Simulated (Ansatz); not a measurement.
## TePb$_{4}$Se$_{3}$: computed properties

These are results of DFT PBE, scalar-relativistic, plane waves, PAW (Ansatz 0.2.0), not measurements.

Plane waves to 420 eV, a k mesh through Γ of 8×8×8 on the computed 8-atom cell and Gaussian smearing (0.01 eV); no spin polarisation.

The structure is relaxed at this level of theory with its symmetry kept, and needn't be the ground state of this composition.

Space group I4/mmm (No. 139). a = 6.321 Å, b = 6.321 Å, c = 12.607 Å, α = 90.00°, β = 90.00°, γ = 90.00°
```tsv
atom	site	symmetry	x	y	z
Te	2b	4/mmm	0.5000	0.5000	0.0000
Pb	4c	mmm.	0.5000	0.0000	0.0000
Pb	4e	4mm	0.5000	0.5000	0.2584
Se	4d	-4m2	0.0000	0.5000	0.2500
Se	2a	4/mmm	0.0000	0.0000	0.0000
```

Formation energy from the elements' standard states (uncorrected)?

-0.506 eV/atom.

Kohn–Sham band gap?

0.28 eV.

Orbital (Löwdin) character of the top 1 eV of the valence band?

Se 4p 51 %, Te 5p 25 %, Pb 6s 13 %, Pb 6p 9 %.

Orbital (Löwdin) character of the lowest 1 eV of the conduction band?

Pb 6p 74 %, Se 4s 10 %, Se 4p 8 %.

Bader charge by site (e)?

Te (1 in the cell) -0.70, Pb (2 in the cell) 0.82, Pb (2 in the cell) 0.86, Se (2 in the cell) -0.89, Se (1 in the cell) -0.88.

Spin-orbit coupling is left out, which matters for the bands of heavy elements.

The cell was found from a structure generator's guess, not taken from experiment. Kohn–Sham gaps at this level usually fall short of measured ones. Löwdin shares on free-atom orbitals overweight diffuse shells in the empty bands.
